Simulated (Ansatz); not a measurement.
The relaxed structure here is a generated cell of P: the first start was made by placing the elements on the sites of a structure type, and the end was not matched to a known phase here, so it may be hypothetical. Known forms of P include space group No. 64.

A relaxed cell of P (Ia-3 (No. 206)), relaxed on a k-mesh at least as fine as the one used below. Level of theory: PBEsol (plane waves to 420 eV, PAW, scalar-relativistic; Ansatz, a quantum-chemistry and plane-wave program). Γ-centred k-mesh 5×5×5 on the run's cell (coarser than for final values), Fermi–Dirac smearing 0.05 eV.

```xyz
8
Lattice="-3.2525 3.2525 3.2525 3.2525 -3.2525 3.2525 3.2525 3.2525 -3.2525" Properties=species:S:1:pos:R:3 pbc="T T T"
P      0.9621     0.9621     0.9621
P     -0.9621     2.2904     0.9621
P      2.2904     0.9621    -0.9621
P      0.9621    -0.9621     2.2904
P      2.2904     2.2904     2.2904
P      0.9621     4.2145    -0.9621
P      0.9621     2.2904     4.2145
P     -0.9621     0.9621     4.2145
```

Every atom was then displaced, and the forces became (eV/Å):

| atom | Fx | Fy | Fz |
|---|---|---|---|
| P1 | 0.55 | -0.20 | 0.02 |
| P2 | -0.71 | 0.42 | 0.08 |
| P3 | 0.46 | -0.34 | 0.17 |
| P4 | 0.00 | -0.30 | -0.16 |
| P5 | -0.06 | 0.21 | 0.07 |
| P6 | -0.23 | 0.01 | -0.29 |
| P7 | 0.34 | 0.55 | -0.42 |
| P8 | -0.35 | -0.34 | 0.52 |

### Question
Which atom was moved farthest relative to the others, and in which direction?

### Answer
P8, by (0.05, 0.15, -0.13) Å (0.21 Å, mean shift removed); the next is P7 with 0.15 Å. Its force makes an angle of 159° with its move.

All displacements (Å):

```
atom      ux      uy      uz
----  ------  ------  ------
P1    -0.118  -0.027  -0.033
P2     0.116  -0.028  -0.019
P3     0.012   0.021   0.043
P4    -0.018   0.084   0.041
P5    -0.026  -0.066  -0.007
P6     0.024   0.073   0.049
P7     0.063  -0.124   0.025
P8     0.068   0.165  -0.133
```

The undisplaced cell is probably no minimum: from this displacement the run went on to P1 (No. 1), 0.26 eV/atom below it.

No spin polarisation in the result.
